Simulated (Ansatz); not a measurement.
ZrTlCuS3:
```yaml
crystal:
  lattice:
    - [1.81704, -6.84167, 0.00000]
    - [1.81704, 6.84167, 0.00000]
    - [0.00000, 0.00000, 9.56085]
  atoms:
    - { symbol: Zr, position: [0.00000, 0.00000, 0.00000] }
    - { symbol: Zr, position: [0.00000, 0.00000, 0.50000] }
    - { symbol: Tl, position: [0.74572, 0.25428, 0.75000] }
    - { symbol: Tl, position: [0.25428, 0.74572, 0.25000] }
    - { symbol: Cu, position: [0.53650, 0.46350, 0.25000] }
    - { symbol: Cu, position: [0.46350, 0.53650, 0.75000] }
    - { symbol: S, position: [0.62646, 0.37354, 0.05288] }
    - { symbol: S, position: [0.37354, 0.62646, 0.94712] }
    - { symbol: S, position: [0.37354, 0.62646, 0.55288] }
    - { symbol: S, position: [0.62646, 0.37354, 0.44712] }
    - { symbol: S, position: [0.93507, 0.06493, 0.25000] }
    - { symbol: S, position: [0.06493, 0.93507, 0.75000] }
```

Relaxed with LDA.

Question: Map the valence electron density (e/Å³), cut off at 1 on the plane through (0.000, 0.000, 0.000) spanned by u = [0, 0, 1] and v = [1, -1, 0] in lattice vectors, from DFT-LDA in the program Ansatz with PAW potentials.

Answer: x is the fraction of u, y of v (the angle between them is 90°; rows are the nearest grid lines); atoms in the plane: Zr at (0.00, 0.00), Zr at (0.50, 0.00), Tl at (0.75, 0.75), Tl at (0.25, 0.25), Cu at (0.25, 0.54), Cu at (0.75, 0.46), S at (0.05, 0.63), S at (0.95, 0.37), S at (0.55, 0.37), S at (0.45, 0.63).
```
|9999733356665333799999973335666533379999|
|9995346996269964359999510000000000015999|
|4321236996169963212332100000000000001234|
|0000012357875321000000000000000000000000|
|0000000000000000000000000113444311000000|
|0000000000000000000000002599999995200000|
|0000000000000000000000012799999997210000|
|2444321000000012344411001389999983100112|
|9979995210001259997974100001111100001479|
|9989996445654469998984100000000000001489|
|7999865799999756899952100000000000001257|
|1122224999999942222111000123676321000111|
|1110001236763210001112222499999994222211|
|7521000000000000012599986579999975689997|
|9841000000000000014898999644565446999899|
|9741000011111000014797999521000125999799|
|2110013899999831001144432100000001234442|
|0000127999999972100000000000000000000000|
|0000025999999952000000000000000000000000|
|0000001134443110000000000000000000000000|
|0000000000000000000000001235787532100000|
|4321000000000000012332123699616996321234|
|9995100000000000159999534699626996435999|
|9999733356665333799999973335666533379999|
```
Scale: ten equal steps from 0.023 (start of '0') to 1.00 (end of '9'), in the order '0123456789'; x runs from 0.000 to 1.00, y from 0.000 (bottom) to 1.00 (top).

The density is the valence pseudo-density with augmentation charge, so density and ELF within about 1 Å of a nucleus are not all-electron values.

Space group Cmcm. The workflow started from a Materials Project entry (that database holds measured and hypothetical structures alike); the Crystallography Open Database copy checked does not list it. Whether it is the stable phase at ambient conditions was not checked. Symmetry was held in the LDA relaxation; its stability against distortions is not shown here. The run is not spin-polarised. A crystal of weakly bound units computed without a dispersion correction: the cell and the soft elastic constants depend strongly on that. Spin–orbit coupling is left out wherever it is not named.

Potentials: the later of the program's two PAW sets.
